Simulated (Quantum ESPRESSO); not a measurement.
## AlGa6InP8 (one run as intended and one with a planted mistake)

Computed values, not a measurement. The program is pw.x of Quantum ESPRESSO 7.5 (plane-wave density functional theory). The cell is made up: 16 atoms on a doubled zincblende/diamond lattice, with randomly drawn elements, strain and displacements, not relaxed. PseudoDojo standard norm-conserving files (v0.5 for PBE, v0.4.1 for LDA and PBEsol) set the functional; there is no spin polarisation, spin-orbit coupling or dispersion term, and the masses in the input are unused placeholders.

Intended input:

```
&control calculation='scf', pseudo_dir='./dojo.nc.sr.pbe.v0_5.standard.upf', outdir='./o', disk_io='medium', tprnfor=.true., tstress=.true. /
&system ibrav=0, nat=16, ntyp=4, nbnd=73, ecutwfc=79.96652505, nosym=.true., tot_charge=0,
 occupations='smearing', smearing='fd', degauss=0.0018374661
/
&electrons conv_thr=7.350e-09, electron_maxstep=60, /
ATOMIC_SPECIES
Al 1.0 Al.upf
Ga 1.0 Ga.upf
In 1.0 In.upf
P 1.0 P.upf
CELL_PARAMETERS angstrom
5.7083 0.0055 0.0398
0.0055 5.7083 0.0245
0.0796 0.049 11.2218
ATOMIC_POSITIONS angstrom
Al 0.2076 0.111 0.1605
Ga 0.1513 2.8604 2.8266
Ga 2.7689 -0.0552 2.9295
Ga 2.8185 2.6798 0.093
Ga -0.0545 -0.0176 5.5798
In 0.0443 2.8641 8.4275
Ga 2.8258 -0.1064 8.452
Ga 2.9071 2.9682 5.776
P 1.3153 1.5359 1.5863
P 1.4406 4.1484 4.1069
P 4.3583 1.3479 4.247
P 4.3865 4.254 1.3715
P 1.4609 1.4847 6.9579
P 1.416 4.3559 9.9025
P 4.2141 1.5939 9.7672
P 4.3426 4.2758 7.0707
K_POINTS automatic
4 4 2 1 1 1
```

The log is shortened where brackets say so; the opening notice, blank lines, dates and the lines on written files are dropped, and the path of the files is cut. It prints rydbergs, bohrs and kilobars, and counts compression as positive stress.

Log of the intended run:

```
     Program PWSCF v.7.5
     Parallel version (MPI & OpenMP), running on       1 processor cores
     Number of MPI processes:                 1
     Threads/MPI process:                     1
     [start-up lines left out]
     bravais-lattice index     =            0
     lattice parameter (alat)  =      10.7874  a.u.
     unit-cell volume          =    2467.4179 (a.u.)^3
     number of atoms/cell      =           16
     number of atomic types    =            4
     number of electrons       =       134.00
     number of Kohn-Sham states=           73
     kinetic-energy cutoff     =      79.9665  Ry
     charge density cutoff     =     319.8661  Ry
     scf convergence threshold =      7.3E-09
     mixing beta               =       0.7000
     number of iterations used =            8  plain     mixing
     Exchange-correlation= PBE
                           (   1   4   3   4   0   0   0)
     [axes and pseudopotential details left out]
   Cartesian axes
     site n.     atom                  positions (alat units)
         1        Al     tau(   1) = (   0.0363672   0.0194449   0.0281163  )
         2        Ga     tau(   2) = (   0.0265046   0.5010825   0.4951614  )
         3        Ga     tau(   3) = (   0.4850536  -0.0096699   0.5131874  )
         4        Ga     tau(   4) = (   0.4937425   0.4694451   0.0162917  )
         5        Ga     tau(   5) = (  -0.0095473  -0.0030832   0.9774647  )
         6        In     tau(   6) = (   0.0077604   0.5017306   1.4763224  )
         7        Ga     tau(   7) = (   0.4950213  -0.0186391   1.4806143  )
         8        Ga     tau(   8) = (   0.5092634   0.5199668   1.0118349  )
         9        P      tau(   9) = (   0.2304132   0.2690577   0.2778867  )
        10        P      tau(  10) = (   0.2523631   0.7267133   0.7194433  )
        11        P      tau(  11) = (   0.7634834   0.2361240   0.7439859  )
        12        P      tau(  12) = (   0.7684234   0.7452122   0.2402582  )
        13        P      tau(  13) = (   0.2559192   0.2600885   1.2188791  )
        14        P      tau(  14) = (   0.2480537   0.7630629   1.7347117  )
        15        P      tau(  15) = (   0.7382225   0.2792181   1.7110099  )
        16        P      tau(  16) = (   0.7607330   0.7490311   1.2386393  )
     number of k points=    16  Fermi-Dirac smearing, width (Ry)=  0.0018
                       cart. coord. in units 2pi/alat
        k(    1) = (   0.1240065   0.1243439   0.1257505), wk =   0.1250000
        k(    2) = (   0.1257790   0.1254339  -0.1286129), wk =   0.1250000
     [further k points left out]
     Dense  grid:   238417 G-vectors     FFT dimensions: (  64,  64, 125)
     Estimated max dynamical RAM per process >     460.04 MB
     Initial potential from superposition of free atoms
     starting charge     133.9765, renormalised to     134.0000
     Starting wfcs are   99 randomized atomic wfcs
     total cpu time spent up to now is       47.8 secs
     per-process dynamical memory:   277.6 Mb
     Self-consistent Calculation
     iteration #  1     ecut=    79.97 Ry     beta= 0.70
     Davidson diagonalization with overlap
     ethr =  1.00E-02,  avg # of iterations =  3.4
     Threshold (ethr) on eigenvalues was too large:
     Diagonalizing with lowered threshold
     Davidson diagonalization with overlap
     ethr =  4.86E-04,  avg # of iterations =  2.0
     total cpu time spent up to now is      237.1 secs
     total energy              =   -1166.10476421 Ry
     estimated scf accuracy    <       0.66605650 Ry
     iteration #  2     ecut=    79.97 Ry     beta= 0.70
     Davidson diagonalization with overlap
     ethr =  4.97E-04,  avg # of iterations =  3.4
     total cpu time spent up to now is      335.0 secs
     total energy              =   -1166.25181400 Ry
     estimated scf accuracy    <       0.24687383 Ry
     [iterations 3 to 11 left out]
     iteration # 12     ecut=    79.97 Ry     beta= 0.70
     Davidson diagonalization with overlap
     ethr =  3.09E-11,  avg # of iterations =  3.1
     total cpu time spent up to now is     1217.4 secs
     total energy              =   -1166.31163265 Ry
     estimated scf accuracy    <          8.4E-09 Ry
     iteration # 13     ecut=    79.97 Ry     beta= 0.70
     Davidson diagonalization with overlap
     ethr =  6.26E-12,  avg # of iterations =  3.1
     total cpu time spent up to now is     1293.0 secs
     End of self-consistent calculation
     [lines on levels left out]
!    total energy              =   -1166.31163266 Ry
     estimated scf accuracy    <          7.4E-10 Ry
     smearing contrib. (-TS)   =      -0.00000000 Ry
     internal energy E=F+TS    =   -1166.31163266 Ry
     The total energy is F=E-TS. E is the sum of the following terms:
     one-electron contribution =    -596.32727897 Ry
     hartree contribution      =     391.46646726 Ry
     xc contribution           =    -326.02167447 Ry
     ewald contribution        =    -635.42914647 Ry
     convergence has been achieved in  13 iterations
     Forces acting on atoms (cartesian axes, Ry/au):
     atom    1 type  1   force =    -0.07238754   -0.02434501   -0.04325038
     atom    2 type  2   force =    -0.11770689    0.02380083    0.01688916
     atom    3 type  2   force =     0.04644910    0.01263248   -0.03305243
     atom    4 type  2   force =     0.00671358    0.05183865   -0.00199289
     atom    5 type  2   force =     0.02797957   -0.00414745   -0.00501848
     atom    6 type  3   force =     0.02397225    0.01125014    0.00412550
     atom    7 type  2   force =     0.01405467    0.03930053   -0.00615365
     atom    8 type  2   force =     0.00009127   -0.03362405   -0.05079694
     atom    9 type  4   force =     0.09457302   -0.06939196   -0.04983613
     atom   10 type  4   force =     0.01995531    0.04240030    0.09116202
     atom   11 type  4   force =    -0.03087441    0.03747357   -0.00592698
     atom   12 type  4   force =    -0.01992825    0.00731487    0.02561381
     atom   13 type  4   force =     0.02108456   -0.05826369   -0.00812675
     atom   14 type  4   force =     0.03616811    0.00861381    0.03478573
     atom   15 type  4   force =    -0.01721572   -0.09871073    0.05384546
     atom   16 type  4   force =    -0.03292864    0.05385770   -0.02226705
     Total force =     0.299594     Total SCF correction =     0.000075
     Computing stress (Cartesian axis) and pressure
          total   stress  (Ry/bohr**3)                   (kbar)     P=      -18.33
  -0.00016309   0.00001993  -0.00008703          -23.99        2.93      -12.80
   0.00001993  -0.00014211   0.00002526            2.93      -20.91        3.72
  -0.00008703   0.00002526  -0.00006868          -12.80        3.72      -10.10
     init_run     :     44.81s CPU     47.41s WALL (       1 calls)
     electrons    :   1208.39s CPU   1245.23s WALL (       1 calls)
     forces       :     16.82s CPU     17.06s WALL (       1 calls)
     stress       :     48.27s CPU     49.73s WALL (       1 calls)
     [timing details left out]
     PWSCF        :  21m58.87s CPU  22m40.87s WALL
     JOB DONE.
```

A second run has one planted mistake: the cell and the positions are scaled by a wrong factor. The input lines that differ, file-writing options aside:

```
- 5.7083 0.0055 0.0398
+ 5.7443 0.0055 0.0401
- 0.0055 5.7083 0.0245
+ 0.0055 5.7443 0.0247
- 0.0796 0.049 11.2218
+ 0.0801 0.0493 11.2925
- Al 0.2076 0.111 0.1605
+ Al 0.2089 0.1117 0.1615
- Ga 0.1513 2.8604 2.8266
+ Ga 0.1523 2.8784 2.8444
- Ga 2.7689 -0.0552 2.9295
+ Ga 2.7863 -0.0555 2.948
- Ga 2.8185 2.6798 0.093
+ Ga 2.8363 2.6967 0.0936
- Ga -0.0545 -0.0176 5.5798
+ Ga -0.0548 -0.0177 5.615
- In 0.0443 2.8641 8.4275
+ In 0.0446 2.8821 8.4806
- Ga 2.8258 -0.1064 8.452
+ Ga 2.8436 -0.1071 8.5052
- Ga 2.9071 2.9682 5.776
+ Ga 2.9254 2.9869 5.8124
- P 1.3153 1.5359 1.5863
+ P 1.3236 1.5456 1.5963
- P 1.4406 4.1484 4.1069
+ P 1.4497 4.1745 4.1328
- P 4.3583 1.3479 4.247
+ P 4.3858 1.3564 4.2738
- P 4.3865 4.254 1.3715
+ P 4.4141 4.2808 1.3801
- P 1.4609 1.4847 6.9579
+ P 1.4701 1.4941 7.0017
- P 1.416 4.3559 9.9025
+ P 1.4249 4.3833 9.9649
- P 4.2141 1.5939 9.7672
+ P 4.2406 1.6039 9.8287
- P 4.3426 4.2758 7.0707
+ P 4.37 4.3027 7.1152
```

Its log:

```
     Program PWSCF v.7.5
     Parallel version (MPI & OpenMP), running on       4 processor cores
     Number of MPI processes:                 4
     Threads/MPI process:                     1
     [start-up lines left out]
     bravais-lattice index     =            0
     lattice parameter (alat)  =      10.8554  a.u.
     unit-cell volume          =    2514.3799 (a.u.)^3
     number of atoms/cell      =           16
     number of atomic types    =            4
     number of electrons       =       134.00
     number of Kohn-Sham states=           73
     kinetic-energy cutoff     =      79.9665  Ry
     charge density cutoff     =     319.8661  Ry
     scf convergence threshold =      7.3E-09
     mixing beta               =       0.7000
     number of iterations used =            8  plain     mixing
     Exchange-correlation= PBE
                           (   1   4   3   4   0   0   0)
     [axes and pseudopotential details left out]
   Cartesian axes
     site n.     atom                  positions (alat units)
         1        Al     tau(   1) = (   0.0363656   0.0194449   0.0281141  )
         2        Ga     tau(   2) = (   0.0265126   0.5010756   0.4951568  )
         3        Ga     tau(   3) = (   0.4850427  -0.0096615   0.5131917  )
         4        Ga     tau(   4) = (   0.4937468   0.4694450   0.0162940  )
         5        Ga     tau(   5) = (  -0.0095397  -0.0030812   0.9774665  )
         6        In     tau(   6) = (   0.0077640   0.5017197   1.4763138  )
         7        Ga     tau(   7) = (   0.4950176  -0.0186441   1.4805962  )
         8        Ga     tau(   8) = (   0.5092574   0.5199634   1.0118301  )
         9        P      tau(   9) = (   0.2304140   0.2690600   0.2778860  )
        10        P      tau(  10) = (   0.2523657   0.7267024   0.7194432  )
        11        P      tau(  11) = (   0.7634857   0.2361239   0.7439886  )
        12        P      tau(  12) = (   0.7684122   0.7452072   0.2402496  )
        13        P      tau(  13) = (   0.2559169   0.2600949   1.2188650  )
        14        P      tau(  14) = (   0.2480484   0.7630505   1.7347027  )
        15        P      tau(  15) = (   0.7382091   0.2792090   1.7109928  )
        16        P      tau(  16) = (   0.7607353   0.7490196   1.2386232  )
     number of k points=    16  Fermi-Dirac smearing, width (Ry)=  0.0018
                       cart. coord. in units 2pi/alat
        k(    1) = (   0.1240062   0.1243437   0.1257514), wk =   0.1250000
        k(    2) = (   0.1257808   0.1254357  -0.1286137), wk =   0.1250000
     [further k points left out]
     Dense  grid:   242865 G-vectors     FFT dimensions: (  64,  64, 125)
     Estimated max dynamical RAM per process >     603.23 MB
     Estimated total dynamical RAM >       2.18 GB
     Initial potential from superposition of free atoms
     starting charge     133.9765, renormalised to     134.0000
     Starting wfcs are   99 randomized atomic wfcs
     total cpu time spent up to now is       11.9 secs
     per-process dynamical memory:   418.9 Mb
     Self-consistent Calculation
     iteration #  1     ecut=    79.97 Ry     beta= 0.70
     Davidson diagonalization with overlap
     ethr =  1.00E-02,  avg # of iterations =  3.3
     Threshold (ethr) on eigenvalues was too large:
     Diagonalizing with lowered threshold
     Davidson diagonalization with overlap
     ethr =  4.85E-04,  avg # of iterations =  2.0
     total cpu time spent up to now is       50.8 secs
     total energy              =   -1166.09601546 Ry
     estimated scf accuracy    <       0.66211591 Ry
     iteration #  2     ecut=    79.97 Ry     beta= 0.70
     Davidson diagonalization with overlap
     ethr =  4.94E-04,  avg # of iterations =  3.4
     total cpu time spent up to now is       72.0 secs
     total energy              =   -1166.24261844 Ry
     estimated scf accuracy    <       0.25596416 Ry
     [iterations 3 to 11 left out]
     iteration # 12     ecut=    79.97 Ry     beta= 0.70
     Davidson diagonalization with overlap
     ethr =  3.40E-11,  avg # of iterations =  3.1
     total cpu time spent up to now is      280.3 secs
     total energy              =   -1166.30401765 Ry
     estimated scf accuracy    <          8.6E-09 Ry
     iteration # 13     ecut=    79.97 Ry     beta= 0.70
     Davidson diagonalization with overlap
     ethr =  6.44E-12,  avg # of iterations =  3.1
     total cpu time spent up to now is      299.6 secs
     End of self-consistent calculation
     [lines on levels left out]
!    total energy              =   -1166.30401765 Ry
     estimated scf accuracy    <          7.8E-10 Ry
     smearing contrib. (-TS)   =      -0.00000000 Ry
     internal energy E=F+TS    =   -1166.30401765 Ry
     The total energy is F=E-TS. E is the sum of the following terms:
     one-electron contribution =    -602.60695299 Ry
     hartree contribution      =     393.63124129 Ry
     xc contribution           =    -325.88244098 Ry
     ewald contribution        =    -631.44586498 Ry
     convergence has been achieved in  13 iterations
     Forces acting on atoms (cartesian axes, Ry/au):
     atom    1 type  1   force =    -0.06976447   -0.02435817   -0.04101743
     atom    2 type  2   force =    -0.11184540    0.02274380    0.01545646
     atom    3 type  2   force =     0.04467320    0.01141859   -0.03123208
     atom    4 type  2   force =     0.00719584    0.04983111   -0.00272854
     atom    5 type  2   force =     0.02552530   -0.00325875   -0.00551876
     atom    6 type  3   force =     0.02190359    0.01076332    0.00382819
     atom    7 type  2   force =     0.01314756    0.03771092   -0.00551041
     atom    8 type  2   force =    -0.00003017   -0.03280471   -0.04837044
     atom    9 type  4   force =     0.09046323   -0.06695123   -0.04882489
     atom   10 type  4   force =     0.01916127    0.04106410    0.08693242
     atom   11 type  4   force =    -0.02905721    0.03535329   -0.00492072
     atom   12 type  4   force =    -0.01839442    0.00713812    0.02534587
     atom   13 type  4   force =     0.01992117   -0.05500246   -0.00697690
     atom   14 type  4   force =     0.03497931    0.00903461    0.03279024
     atom   15 type  4   force =    -0.01596812   -0.09390727    0.05213131
     atom   16 type  4   force =    -0.03191068    0.05122474   -0.02138432
     Total force =     0.286267     Total SCF correction =     0.000076
     Computing stress (Cartesian axis) and pressure
          total   stress  (Ry/bohr**3)                   (kbar)     P=      -29.39
  -0.00023684   0.00001251  -0.00007936          -34.84        1.84      -11.67
   0.00001251  -0.00021730   0.00002097            1.84      -31.97        3.08
  -0.00007936   0.00002097  -0.00014513          -11.67        3.08      -21.35
     init_run     :     11.26s CPU     11.73s WALL (       1 calls)
     electrons    :    279.89s CPU    287.82s WALL (       1 calls)
     forces       :      4.10s CPU      4.22s WALL (       1 calls)
     stress       :     12.45s CPU     12.82s WALL (       1 calls)
     [timing details left out]
     PWSCF        :   5m 7.91s CPU   5m16.96s WALL
     JOB DONE.
```

```
                                            intended run  run with the mistake
                          free energy (eV)    -15868.478            -15868.375
                    smearing term -TS (eV)        0.0000                0.0000
                            pressure (GPa)         -1.83                 -2.94
            largest force component (eV/Å)         3.026                 2.876
largest change of a force component (eV/Å)                               0.151
                                iterations            13                    13
```

For scale, a rerun of the intended cell at a cutoff of 1377 eV and k mesh 6 x 6 x 4 moved values by no more than 0.020 eV in energy, 0.03 GPa in stress and 0.003 eV/Å in force.